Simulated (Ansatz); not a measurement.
## Data sheet: AlP (DFT)

AlP:
```
AlP
1.0
    3.11912     0.00000     0.00000
    0.00000     3.11912     0.00000
    0.00000     0.00000     3.11912
Al P
1 1
Direct
  0.00000   0.00000   0.00000
  0.50000   0.50000   0.50000
```

Space group Pm-3m (No. 221), CsCl type; conventional cell a = 3.119 Å, b = 3.119 Å, c = 3.119 Å, α = 90.00°, β = 90.00°, γ = 90.00°.

Method: PBE in the plane-wave PAW code Ansatz. Geometry: relaxed at this level of theory. Other levels are named where they apply.

**Cell and energy**

```json
{
 "volume_per_atom": "15.17 Å³",
 "density": "3.17 g/cm³",
 "Formation energy from the elements (no fitted shifts)": "0.11 eV/atom"
}
```

**Electronic structure**

```json
{
 "electronic_character": "metallic (no gap)",
 "Density of states at the Fermi level": "0.50 states/eV per atom (mean over ±0.08 eV)"
}
```

**Mechanics**

```json
{
  "Bulk modulus (Birch–Murnaghan fit)": "90.5 GPa",
  "Pressure derivative B′": "4.4"
}
```

The start of the workflow was typed in or built on a structure type; neither database checked (COD, Materials Project) lists it. It is not the phase usual at ambient conditions (space group No. 216). Symmetry was held in the PBE relaxation; whether a distortion lowers the energy is not shown. The volume moved by 20 % from the start of the relaxation. The references are the lowest solids computed at this level, not always the standard phases.

Potentials: the later of the program's two PAW sets.
